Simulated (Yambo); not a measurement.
Yambo run on BP (zinc blende, space group F-43m, No. 216). The wavefunctions come from this Quantum ESPRESSO step (PBEsol, PseudoDojo standard norm-conserving files, scalar-relativistic):

```
&CONTROL
  calculation = 'nscf'
  pseudo_dir = './pseudo'
  outdir = './out'
/
&SYSTEM
  ibrav = 0
  nat = 2
  ntyp = 2
  ecutwfc = 76.0
  ecutrho = 304.0
  occupations = 'fixed'
  force_symmorphic = .true.
  nbnd = 87
/
&ELECTRONS
  conv_thr = 2e-09
  diago_full_acc = .true.
  diago_thr_init = 1e-08
/
ATOMIC_SPECIES
B 10.8100 B.upf
P 30.9738 P.upf
CELL_PARAMETERS angstrom
  0.000000000000   2.260361281000   2.260361281000
  2.260361281000   0.000000000000   2.260361281000
  2.260361281000   2.260361281000   0.000000000000
ATOMIC_POSITIONS crystal
B   0.000000000000   0.000000000000   0.000000000000
P   0.750000000000   0.750000000000   0.750000000000
K_POINTS automatic
6 6 6 0 0 0
```

Yambo input:

```
rim_cut
gw0
dyson
el_el_corr
HF_and_locXC
ppa
em1d
RandQpts= 1000000
RandGvec= 1 Ry
EXXRLvcs= 76 Ry
VXCRLvcs= 304 Ry
Chimod= "HARTREE"
% BndsRnXp
 1 | 84 |
%
NGsBlkXp= 14 Ry
% LongDrXp
 1.0 | 1.0 | 1.0 |
%
PPAPntXp= 27.2114 eV
% GbndRnge
 1 | 84 |
%
GTermKind= "BG"
DysSolver= "n"
ExtendOut
% QPkrange
 1 | 1 | 4 | 5 |
 13 | 13 | 4 | 5 |
%
```

k points by index: 1 = Γ, 13 = X.

Resulting energies as the program prints them:

```
#    K-point    Band    Eo [eV]    E [eV]    E-Eo [eV]    Vxc [eV]    Vnlxc [eV]    Sc|Eo [eV]    Sc|E [eV]    dSc/dw|Eo [eV]    Re(Z)    Im(Z)
#
    1    4    0.000000    -0.723947    -0.723947    -13.22170    -14.92065    0.789870    0.974997    -6.957954    0.796367    -0.001167
    1    5    3.377276    3.559281    0.182005    -12.03446    -7.343959    -4.462276    -4.508495    -6.906563    0.797566    -0.001199
    13    4    -4.181814    -5.051829    -0.870015    -12.47205    -15.93303    2.343323    2.590958    -7.744263    0.778452    -0.001375
    13    5    1.212635    1.338424    0.125789    -10.96193    -6.640576    -4.165747    -4.195567    -6.446399    0.808471    -0.001146
```
(The two width columns are left out.) Convergence of these settings isn't established.

Geometry relaxed with PBEsol.
